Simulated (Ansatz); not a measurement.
An ordered 8-atom cell of Ga₄SbP₃ on the wurtzite lattice (P3m1): a relaxation of cell and atoms in Ansatz (PBE). The starting cell was estimated from covalent radii.

```yaml
crystal:
  lattice:
    - [3.8194893559, 0.0, 0.0]
    - [-1.909744678, 3.3077748117, 0.0]
    - [0.0, 0.0, 12.4744522364]
  atoms:
    - { symbol: P, position: [0.6666666667, 0.3333333333, 0.0] }
    - { symbol: P, position: [0.6666666667, 0.3333333333, 0.5] }
    - { symbol: P, position: [0.3333333333, 0.6666666667, 0.75] }
    - { symbol: Sb, position: [0.3333333333, 0.6666666667, 0.25] }
    - { symbol: Ga, position: [0.6666666667, 0.3333333333, 0.8125] }
    - { symbol: Ga, position: [0.6666666667, 0.3333333333, 0.3125] }
    - { symbol: Ga, position: [0.3333333333, 0.6666666667, 0.5625] }
    - { symbol: Ga, position: [0.3333333333, 0.6666666667, 0.0625] }
kpoints:
  mp_grid: { grid: [12, 12, 2] }
hamiltonian:
  xc: pbe
scf:
  occupations: { method: fermi_dirac, width: 0.02 }
relax:
  f_tol: 0.005
  cell: {}
```

The trajectory has 10 recorded frames, each with fractional positions and then forces in eV/Å along x, y and z. Some frames, the last among them, repeat a geometry solved again on a basis re-selected at its cell; pressure is positive in compression.

Step 1: energy 0.0 meV/atom from step 1, largest force component 2.971 eV/Å, pressure +16.19 GPa; a = 3.819 Å, b = 3.819 Å, c = 12.474 Å, α = 90.00°, β = 90.00°, γ = 120.00°
```
P  0.6667 0.3333 0.0000     0.000   0.000  -0.337
P  0.6667 0.3333 0.5000     0.000   0.000   0.125
P  0.3333 0.6667 0.7500     0.000   0.000   0.000
Sb 0.3333 0.6667 0.2500     0.000   0.000   0.242
Ga 0.6667 0.3333 0.8125     0.000   0.000  -0.013
Ga 0.6667 0.3333 0.3125     0.000   0.000   2.861
Ga 0.3333 0.6667 0.5625     0.000   0.000   0.092
Ga 0.3333 0.6667 0.0625     0.000   0.000  -2.971
```

Step 2: energy -202.9 meV/atom from step 1, largest force component 0.422 eV/Å, pressure +3.67 GPa; a = 3.945 Å, b = 3.945 Å, c = 12.978 Å, α = 90.00°, β = 90.00°, γ = 120.00°
```
P  0.6667 0.3333 0.9912     0.000   0.000  -0.069
P  0.6667 0.3333 0.5099     0.000   0.000  -0.076
P  0.3333 0.6667 0.7505     0.000   0.000  -0.059
Sb 0.3333 0.6667 0.2472     0.000   0.000  -0.074
Ga 0.6667 0.3333 0.8084     0.000   0.000  -0.046
Ga 0.6667 0.3333 0.3284     0.000   0.000   0.422
Ga 0.3333 0.6667 0.5668     0.000   0.000   0.129
Ga 0.3333 0.6667 0.0476     0.000   0.000  -0.227
```

Step 3: energy -215.0 meV/atom from step 1, largest force component 0.188 eV/Å, pressure +0.80 GPa; a = 3.980 Å, b = 3.980 Å, c = 13.223 Å, α = 90.00°, β = 90.00°, γ = 120.00°
```
P  0.6667 0.3333 0.9898     0.000   0.000  -0.038
P  0.6667 0.3333 0.5100     0.000   0.000   0.040
P  0.3333 0.6667 0.7497     0.000   0.000   0.001
Sb 0.3333 0.6667 0.2464     0.000   0.000   0.188
Ga 0.6667 0.3333 0.8081     0.000   0.000  -0.030
Ga 0.6667 0.3333 0.3309     0.000   0.000  -0.005
Ga 0.3333 0.6667 0.5680     0.000   0.000   0.029
Ga 0.3333 0.6667 0.0471     0.000   0.000  -0.185
```

**Question.** How does the relaxation go on, and where does it end?

**Answer.**
Step 4: energy -216.1 meV/atom from step 1, largest force component 0.069 eV/Å, pressure +0.01 GPa; a = 4.007 Å, b = 4.007 Å, c = 13.210 Å, α = 90.00°, β = 90.00°, γ = 120.00°
```
P  0.6667 0.3333 0.9891     0.000   0.000   0.006
P  0.6667 0.3333 0.5108     0.000   0.000   0.015
P  0.3333 0.6667 0.7499     0.000   0.000  -0.007
Sb 0.3333 0.6667 0.2478     0.000   0.000   0.027
Ga 0.6667 0.3333 0.8070     0.000   0.000   0.012
Ga 0.6667 0.3333 0.3312     0.000   0.000   0.006
Ga 0.3333 0.6667 0.5682     0.000   0.000   0.008
Ga 0.3333 0.6667 0.0461     0.000   0.000  -0.069
```

Step 5: energy -216.2 meV/atom from step 1, largest force component 0.022 eV/Å, pressure -0.01 GPa; a = 4.003 Å, b = 4.003 Å, c = 13.239 Å, α = 90.00°, β = 90.00°, γ = 120.00°
```
P  0.6667 0.3333 0.9888     0.000   0.000   0.013
P  0.6667 0.3333 0.5110     0.000   0.000   0.006
P  0.3333 0.6667 0.7498     0.000   0.000   0.002
Sb 0.3333 0.6667 0.2476     0.000   0.000   0.021
Ga 0.6667 0.3333 0.8071     0.000   0.000  -0.002
Ga 0.6667 0.3333 0.3315     0.000   0.000  -0.011
Ga 0.3333 0.6667 0.5685     0.000   0.000  -0.007
Ga 0.3333 0.6667 0.0457     0.000   0.000  -0.022
```

Step 6: energy -216.2 meV/atom from step 1, largest force component 0.006 eV/Å, pressure 0.00 GPa; a = 4.002 Å, b = 4.002 Å, c = 13.240 Å, α = 90.00°, β = 90.00°, γ = 120.00°
```
P  0.6667 0.3333 0.9888     0.000   0.000   0.005
P  0.6667 0.3333 0.5110     0.000   0.000   0.003
P  0.3333 0.6667 0.7498     0.000   0.000   0.002
Sb 0.3333 0.6667 0.2477     0.000   0.000   0.004
Ga 0.6667 0.3333 0.8071     0.000   0.000  -0.003
Ga 0.6667 0.3333 0.3315     0.000   0.000  -0.003
Ga 0.3333 0.6667 0.5685     0.000   0.000  -0.003
Ga 0.3333 0.6667 0.0457     0.000   0.000  -0.006
```

Step 7: energy -216.2 meV/atom from step 1, largest force component 0.000 eV/Å, pressure 0.00 GPa; a = 4.002 Å, b = 4.002 Å, c = 13.240 Å, α = 90.00°, β = 90.00°, γ = 120.00°
```
P  0.6667 0.3333 0.9888     0.000   0.000   0.000
P  0.6667 0.3333 0.5110     0.000   0.000   0.000
P  0.3333 0.6667 0.7498     0.000   0.000   0.000
Sb 0.3333 0.6667 0.2477     0.000   0.000   0.000
Ga 0.6667 0.3333 0.8071     0.000   0.000   0.000
Ga 0.6667 0.3333 0.3315     0.000   0.000   0.000
Ga 0.3333 0.6667 0.5684     0.000   0.000   0.000
Ga 0.3333 0.6667 0.0456     0.000   0.000   0.000
```

Step 8: energy -217.5 meV/atom from step 1, largest force component 0.001 eV/Å, pressure +0.06 GPa; a = 4.002 Å, b = 4.002 Å, c = 13.240 Å, α = 90.00°, β = 90.00°, γ = 120.00°
```
P  0.6667 0.3333 0.9888     0.000   0.000  -0.001
P  0.6667 0.3333 0.5110     0.000   0.000  -0.001
P  0.3333 0.6667 0.7498     0.000   0.000   0.000
Sb 0.3333 0.6667 0.2477     0.000   0.000   0.000
Ga 0.6667 0.3333 0.8071     0.000   0.000   0.001
Ga 0.6667 0.3333 0.3315     0.000   0.000   0.001
Ga 0.3333 0.6667 0.5684     0.000   0.000   0.001
Ga 0.3333 0.6667 0.0456     0.000   0.000  -0.001
```

Step 9: energy -217.5 meV/atom from step 1, largest force component 0.001 eV/Å, pressure 0.00 GPa; a = 4.003 Å, b = 4.003 Å, c = 13.245 Å, α = 90.00°, β = 90.00°, γ = 120.00°
```
P  0.6667 0.3333 0.9888     0.000   0.000   0.000
P  0.6667 0.3333 0.5110     0.000   0.000   0.000
P  0.3333 0.6667 0.7498     0.000   0.000   0.000
Sb 0.3333 0.6667 0.2477     0.000   0.000   0.000
Ga 0.6667 0.3333 0.8071     0.000   0.000   0.000
Ga 0.6667 0.3333 0.3315     0.000   0.000   0.001
Ga 0.3333 0.6667 0.5685     0.000   0.000   0.000
Ga 0.3333 0.6667 0.0456     0.000   0.000   0.000
```

Step 10: energy -217.5 meV/atom from step 1, largest force component 0.001 eV/Å, pressure 0.00 GPa; a = 4.003 Å, b = 4.003 Å, c = 13.245 Å, α = 90.00°, β = 90.00°, γ = 120.00°
```
P  0.6667 0.3333 0.9888     0.000   0.000   0.000
P  0.6667 0.3333 0.5110     0.000   0.000   0.000
P  0.3333 0.6667 0.7498     0.000   0.000   0.000
Sb 0.3333 0.6667 0.2477     0.000   0.000   0.000
Ga 0.6667 0.3333 0.8071     0.000   0.000   0.000
Ga 0.6667 0.3333 0.3315     0.000   0.000   0.001
Ga 0.3333 0.6667 0.5685     0.000   0.000   0.000
Ga 0.3333 0.6667 0.0456     0.000   0.000   0.000
```

In 8 steps the volume changed by +16.6 %; between the first SCF and the last, each on a basis chosen for its cell, the energy fell by 217 meV an atom. Final cell: the symmetry is P3m1 (No. 156, trigonal); conventional cell a = 4.003 Å, c = 13.245 Å, 22.98 Å³ an atom. P is surrounded by 4 Ga at 2.41–2.43 Å; P is surrounded by 4 Ga at 2.38–2.43 Å; P is surrounded by 4 Ga at 2.40–2.43 Å; Sb is surrounded by 4 Ga at 2.56–2.68 Å; Ga is surrounded by 4 P at 2.41–2.43 Å; Ga is surrounded by 1 P at 2.38 Å and 3 Sb at 2.56 Å; Ga is surrounded by 4 P at 2.40–2.43 Å; Ga is surrounded by 3 P at 2.43 Å and 1 Sb at 2.68 Å.

Run as `ansatz run input.yaml --threads 4 --pin off --max-ram 6451MiB --backend cpu --events-out ev --progress --plain --runs-dir out`. Wall time 71 s on 4 threads of Arm Neoverse V2, on a shared host, load about 0.5 per core; peak host memory 0.66 GiB.

(Calculated; spin-unpolarised; the phase may be known or hypothetical.)
